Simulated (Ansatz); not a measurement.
HfSO:
```cif
data_Hf4O4S4
_chemical_formula_sum 'Hf4 S4 O4'
_space_group_name_H-M_alt 'P213'
_space_group_IT_number 198
_space_group_name_Hall 'P 2ac 2ab 3'
_cell_length_a 5.64535
_cell_length_b 5.64535
_cell_length_c 5.64535
_cell_angle_alpha 90.000
_cell_angle_beta 90.000
_cell_angle_gamma 90.000
loop_
_atom_site_label
_atom_site_type_symbol
_atom_site_symmetry_multiplicity
_atom_site_Wyckoff_symbol
_atom_site_fract_x
_atom_site_fract_y
_atom_site_fract_z
_atom_site_occupancy
Hf1 Hf 4 a 0.31996 0.31996 0.31996 1
S1 S 4 a 0.58247 0.58247 0.58247 1
O1 O 4 a 0.90573 0.90573 0.90573 1
```

Relaxed with PBEsol. Plane-wave PAW PBEsol (Ansatz code) gives a gap of 2.75 eV.

### Question
What gap does HSE06 give on the same cell (Ansatz, PAW)?

### Answer
3.99 eV, 1.25 eV more. The hybrid was solved on a coarser mesh and at special points; its gap is the smallest among all of these.

| k | v1 PBEsol | c1 PBEsol | v1 HSE06 | c1 HSE06 |
|---|---|---|---|---|
| Γ | 0.00 | 3.65 | 0.00 | 4.96 |
| R | -0.72 | 2.90 | ? | ? |
| M | -0.72 | 3.35 | ? | ? |
| X | -0.43 | 3.51 | ? | ? |

### Question
Top valence (v1) and lowest conduction level (c1) in eV from each method's valence maximum (which need not be a listed point): supply the withheld HSE06 values.

### Answer

- R, v1 HSE06: -0.79
- R, c1 HSE06: 4.14
- X, v1 HSE06: -0.49
- X, c1 HSE06: 4.81
- M, v1 HSE06: -0.76
- M, c1 HSE06: 4.60

Cost on shared cores: the PBEsol run (SCF on a 5×5×5 mesh, then bands and DOS) about 6 core-minutes (a rough figure), the HSE06 run (SCF on 3×3×3, then a few points) around 8 core-minutes (rough); the tasks are unlike.

Space group P2_13. The first step of the workflow began from a Materials Project structure, measured or hypothetical; the Crystallography Open Database copy checked does not list it. Whether it is the stable phase at ambient conditions was not checked. Symmetry was held in the PBEsol relaxation; its stability against distortions is not shown here. No spin polarisation was allowed. Scalar-relativistic: spin–orbit coupling is off unless named, which matters more the heavier the elements.

Potentials: the later of the program's two PAW sets.
